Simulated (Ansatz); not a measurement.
**Calculated ⁴⁷Ti NMR of the central transition for TiO2**

Cell: an entry of the Crystallography Open Database (COD) whose atoms were relaxed with PBE, the cell held.

Space group Pbca (No. 61); a = 5.1450, b = 9.1850, c = 5.4470 Å.

```
site  Wyckoff  site symmetry       x       y       z
  Ti       8c              1  0.1386  0.1290  0.9056
  O9       8c              1  0.4646  0.2299  0.8912
 O17       8c              1  0.8160  0.0098  0.8506
```

One atom of each set is listed.

Level of theory: DFT, PBE, plane waves and PAW (field gradients read without the response of the frozen cores, which leaves them typically 4 to 6 % off), scalar-relativistic, 420 eV cutoff, Γ-centred 4×2×4 k-points, Fermi–Dirac smearing 0.02 eV (Ansatz 0.2.0).

⁴⁷Ti has I = 5/2 and Q = 302.0 mb (Pyykkö 2018); at 28.2 T its Larmor frequency is ν₀ = 67.8 MHz. Only the quadrupole interaction is simulated: positions count from each site's isotropic chemical shift, and shift anisotropy, dipolar and J coupling are left out.

Question: What does the ⁴⁷Ti spectrum (static powder) show for each site?

Answer: 

| site | first shell | C_Q (MHz) | η | P_Q (MHz) | δ_QIS (ppm) | breadth (kHz) |
| --- | --- | --- | --- | --- | --- | --- |
| Ti | 6 O at 1.86–2.07 Å | 14.6 | 0.85 | 16.3 | -346 | 175 |

δ_QIS = −(ν_Q²/30ν₀²)[I(I+1) − 3/4](1 + η²/3) × 10⁶ ppm with ν_Q = 3|C_Q|/[2I(2I−1)]; it falls as 1/B₀² in ppm, and the breadth as 1/B₀ in kHz.

At this cell the principal stresses reach 5 GPa in size with PBE, which can matter for small gradients.

The relaxation (6 steps) took 3 min of wall time (3 min of CPU time) and 0.89 GiB at its peak, on 1 thread of Intel Xeon Platinum 8375C CPU @ 2.90GHz (Ice Lake) (x86_64; 16 cores open to the job, memory cap 3.0 GiB, no GPU), a shared host with a load of 0.6 a core.
